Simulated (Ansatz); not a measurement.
Ansatz input

```yaml
crystal:
  lattice:
    - [14.0, 0.0, 0.0]
    - [0.0, 14.4, 0.0]
    - [0.0, 0.0, 14.8]
  atoms:
    - { symbol: Ba, position: [0.5, 0.5, 0.5], spin: 0.01 }
  symmetry: { detect: false, time_reversal: true }
hamiltonian:
  xc: r2scan
  pseudopotentials:
    kind: paw
    azcp:
      Ba: "pseudopotentials/Ba.paw.azcp"
basis:
  ecutwfc: 500
  fft_grid_basis: typed
kpoints:
  mp_grid: { grid: [1, 1, 1], shift: [0, 0, 0] }
magnetization:
  spin_polarized: true
scf:
  occupations: { method: fermi_dirac, width: 0.01 }
output:
  write_density: true
  write_potential: true
  elf: true
  volumetric_format: npy
```

and its output:

```
Engine: ansatz 0.2.0, aarch64-unknown-linux-gnu
Pseudopotentials: kind: paw
Pseudopotential: Ba, paw, valence charge 10, recommended cutoff 500 eV (meta_gga) 
Functional definition: r2SCAN
  parameter k0 = 0.174
  parameter k1 = 0.065
  parameter a1 = 4.9479
  exchange = r2scan_x(k0 = k0, k1 = k1, a1 = a1)
  correlation = r2scan_c
Crystal: 1 atoms, lattice volume = 2983.680 Å³
Basis set: ecut = 500 eV, 75747 PW (Γ), exchange–correlation on 432×432×432 points (64 copies of the dense FFT grid, shifted against one another)
Bands: 10, of which v1, the nominal top of the filled ones, is band 5 counted from 1 (4 counted from 0)
Symmetry: 1 space group operations
k-points: 1
Non-local potential: Ba, projectors of the file, l = 0: 3, l = 1: 2, l = 2: 2, l = 3: 2
PAW form: soft (Blöchl's): semilocal exchange-correlation on the pseudo side does not see the compensation charge
PAW frozen core: Ba, regenerated for the run's functional (the file was generated under x = pbe(κ = 0.804, μ = 0.2195149727645171), c = pbe(β = 0.06672455060314922))
PAW one-centre angular grid: Ba, 302 points (default); XC on 160 Gauss nodes
Initial density: superposition of atomic densities (neutral atoms: chi_scale 0, normalization atom)
Starting moments: Σ|m| = 0.01 μB on 1 of 1 site
Initial wavefunctions: pseudopotential atomic-orbital guess
Functional: x = r2scan, c = r2scan; τ floored in thin density (d = 2e-4 eV/Å³)
iter 1 solved again at ethr=2.42e-4 eV; its pass at ethr=3.10e-3 eV (dr2=2.42e-2 eV) is discarded
SCF iter   1: F=—  HF=-5962.427080 eV  |F-HF|=—  |Δ(HF+E_count)|=         —  Δρ=2.90e-4 (↑2.90e-4 ↓2.60e-4)  dr2=2.35e-2  dr2_τ=1.47e-4  dr2_m=1.44e-5  M=0.000 μB ∫|m|=0.000 μB  β_m=0.30  ethr=2.42e-4  ⟨swp⟩=1.0  Hψ=242  notcnv=0
spin=Collinear: Resta preconditioning applied to the charge; magnetization (m = ρ↑ − ρ↓) channel mixes plain (no charge-response kernel on spin).
SCF iter   2: F=—  HF=-5962.425158 eV  |F-HF|=—  |Δ(HF+E_count)|=   1.92e-3  Δρ=1.68e-4 (↑1.68e-4 ↓1.48e-4)  dr2=9.33e-3  dr2_τ=4.28e-5  dr2_m=7.21e-6  M=0.000 μB ∫|m|=0.000 μB  β_m=0.30  ethr=2.35e-4  ⟨swp⟩=4.0  Hψ=48  notcnv=0  κ⁻¹=1.0e0(r=1)
SCF iter   3: F=—  HF=-5962.422922 eV  |F-HF|=—  |Δ(HF+E_count)|=   2.24e-3  Δρ=5.78e-5 (↑4.66e-5 ↓5.78e-5)  dr2=5.11e-4  dr2_τ=2.13e-5  dr2_m=3.60e-6  M=0.000 μB ∫|m|=0.000 μB  β_m=0.30  ethr=9.33e-5  ⟨swp⟩=3.0  Hψ=48  notcnv=0  κ⁻¹=5.2e-3(r=2)
SCF iter   4: F=—  HF=-5962.423408 eV  |F-HF|=—  |Δ(HF+E_count)|=   4.87e-4  Δρ=1.69e-5 (↑1.47e-5 ↓1.69e-5)  dr2=7.38e-5  dr2_τ=2.61e-7  dr2_m=1.80e-6  M=0.000 μB ∫|m|=0.000 μB  β_m=0.30  ethr=5.11e-6  ⟨swp⟩=5.0  Hψ=54  notcnv=0  κ⁻¹=6.6e-5(r=3)
SCF iter   5: F=—  HF=-5962.423493 eV  |F-HF|=—  |Δ(HF+E_count)|=   8.48e-5  Δρ=7.38e-6 (↑6.99e-6 ↓7.38e-6)  dr2=6.72e-6  dr2_τ=3.21e-8  dr2_m=9.02e-7  M=0.000 μB ∫|m|=0.000 μB  β_m=0.30  ethr=7.38e-7  ⟨swp⟩=3.5  Hψ=41  notcnv=0  κ⁻¹=9.0e-6(r=4)
...
SCF iter  36: F=-5962.460896 eV  HF=-5962.460060 eV  |F-HF|=8.36e-4  |Δ(HF+E_count)|=   3.39e-5  Δρ=1.04e-4 (↑2.87e-5 ↓1.04e-4)  dr2=8.34e-4  dr2_τ=1.17e-6  dr2_m=7.30e-5  M=0.000 μB ∫|m|=0.899 μB  β_m=0.30  ethr=1.00e-12  ⟨swp⟩=9.5  Hψ=120  notcnv=0  κ⁻¹=4.3e-3(r=3)
SCF iter  37: F=-5962.462577 eV  HF=-5962.461913 eV  |F-HF|=6.63e-4  |Δ(HF+E_count)|=   1.85e-3  Δρ=4.56e-5 (↑2.79e-5 ↓4.56e-5)  dr2=3.50e-5  dr2_τ=6.64e-7  dr2_m=3.41e-5  M=0.000 μB ∫|m|=0.948 μB  ethr=1.00e-12  ⟨swp⟩=4.5  Hψ=232  notcnv=0
Mixer restart at iter 37: flushing history
iteration 37: the SCF's residuals had fallen too slowly under its mixing. It goes on by minimising its free energy, and can end on another state than longer mixing would; under `scf.algorithm: density_mixing` no SCF does so, but by `scf.convergence.dm_fallback`
SCF iter  38: F=—  HF=-5962.463619 eV  |F-HF|=—  |Δ(HF+E_count)|=   1.71e-3  Δρ=2.41e-5 (↑1.71e-5 ↓2.41e-5)  dr2=9.05e-5  dr2_τ=7.69e-7  dr2_m=2.00e-6  M=0.000 μB ∫|m|=1.002 μB  ethr=1.00e-12  ⟨swp⟩=8.0  Hψ=370  notcnv=0
SCF iter  39: F=—  HF=-5962.463734 eV  |F-HF|=—  |Δ(HF+E_count)|=   1.15e-4  Δρ=1.09e-5 (↑1.09e-5 ↓8.71e-6)  dr2=1.82e-5  dr2_τ=1.59e-7  dr2_m=1.03e-6  M=0.000 μB ∫|m|=1.019 μB  ethr=1.00e-12  ⟨swp⟩=7.0  Hψ=188  notcnv=0
SCF iter  40: F=—  HF=-5962.463754 eV  |F-HF|=—  |Δ(HF+E_count)|=   2.00e-5  Δρ=2.28e-6 (↑2.28e-6 ↓1.89e-6)  dr2=5.67e-7  dr2_τ=6.28e-9  dr2_m=2.39e-8  M=0.000 μB ∫|m|=1.025 μB  ethr=1.00e-12  ⟨swp⟩=6.5  Hψ=175  notcnv=0
SCF iter  41: F=—  HF=-5962.463764 eV  |F-HF|=—  |Δ(HF+E_count)|=   1.04e-5  Δρ=2.31e-6 (↑2.31e-6 ↓1.11e-6)  dr2=3.23e-7  dr2_τ=4.57e-9  dr2_m=2.56e-8  M=0.000 μB ∫|m|=1.026 μB  ethr=1.00e-12  ⟨swp⟩=5.5  Hψ=161  notcnv=0
SCF iter  42: F=—  HF=-5962.463777 eV  |F-HF|=—  |Δ(HF+E_count)|=   1.33e-5  Δρ=1.88e-6 (↑1.88e-6 ↓1.74e-6)  dr2=6.60e-7  dr2_τ=7.21e-9  dr2_m=2.08e-8  M=0.000 μB ∫|m|=1.026 μB  ethr=1.00e-12  ⟨swp⟩=6.5  Hψ=178  notcnv=0
SCF iter  43: F=—  HF=-5962.463778 eV  |F-HF|=—  |Δ(HF+E_count)|=   8.76e-7  Δρ=7.66e-7 (↑5.92e-7 ↓7.66e-7)  dr2=2.25e-7  dr2_τ=8.00e-10  dr2_m=2.44e-9  M=0.000 μB ∫|m|=1.026 μB  ethr=1.00e-12  ⟨swp⟩=5.5  Hψ=147  notcnv=0
SCF iter  44: F=—  HF=-5962.463778 eV  |F-HF|=—  |Δ(HF+E_count)|=   2.58e-9  Δρ=2.26e-7 (↑1.89e-7 ↓2.26e-7)  dr2=2.37e-8  dr2_τ=4.09e-11  dr2_m=3.99e-10  M=0.000 μB ∫|m|=1.026 μB  ethr=1.00e-12  ⟨swp⟩=2.5  Hψ=102  notcnv=0
SCF iter  45: F=-5962.463778 eV  HF=-5962.463778 eV  |F-HF|=7.12e-10  |Δ(HF+E_count)|=   1.10e-8  Δρ=6.60e-8 (↑6.60e-8 ↓5.84e-8)  dr2=6.77e-10  dr2_τ=1.76e-12  dr2_m=5.04e-11  M=0.000 μB ∫|m|=1.026 μB  ethr=1.00e-12  ⟨swp⟩=2.0  Hψ=93  notcnv=0
SCF iter  46: F=-5962.463778 eV  HF=-5962.463778 eV  |F-HF|=7.16e-10  |Δ(HF+E_count)|=  1.82e-12  Δρ=6.60e-8 (↑6.60e-8 ↓5.84e-8)  dr2=6.77e-10  dr2_τ=1.76e-12  dr2_m=5.04e-11  M=0.000 μB ∫|m|=1.026 μB  ethr=1.00e-12  ⟨swp⟩=1.0  Hψ=73  notcnv=0
SCF 1 converged in 46 iterations: F = -5962.463778 eV  dr2 = 6.77e-10
at 15 of the mixer's solves, the last at iteration 32, it left a direction of its history that read negative out of its fit and stepped the other way along it
WARN: the net moment that the starting moments add up to was not kept: the SCF closed with a net magnetisation of 0.0e0 μB in size, at most 0.1 of the 0.01 μB that the starting moments add up to as vectors. Its absolute magnetisation is 1.1e0 μB, where they sum to 0.01 μB in size (1 site): that figure counts also what cancels out within the cell. The system's net moment may be that small; this SCF shows only that its start led to no larger one. To try another start: change the starting moments (crystal.atoms[].spin, magnetization.per_species, magnetization.initial_magnetization, or on a non-collinear deck that types none of these the spinor_matrix: blocks that start its atoms; where the total moment is fixed, keep their sum and leave initial_magnetization as it is; typed ones take the place of any that the run laid by itself, positive ones on a crystal's lanthanoids without a Hubbard term where scf.initial_density.shell_occupations: [] is typed); see also scf.mixing.spin_hold.
WARN: iteration 46: the free energy's least curvature, by which a run leaves a close that is no minimum, was not read, or the SCF from beside it or across a barrier not made, at this close: the run had been asked to end by then. Run the deck again, in a run directory of its own, to have that done
```

The run was cut off at its time limit.
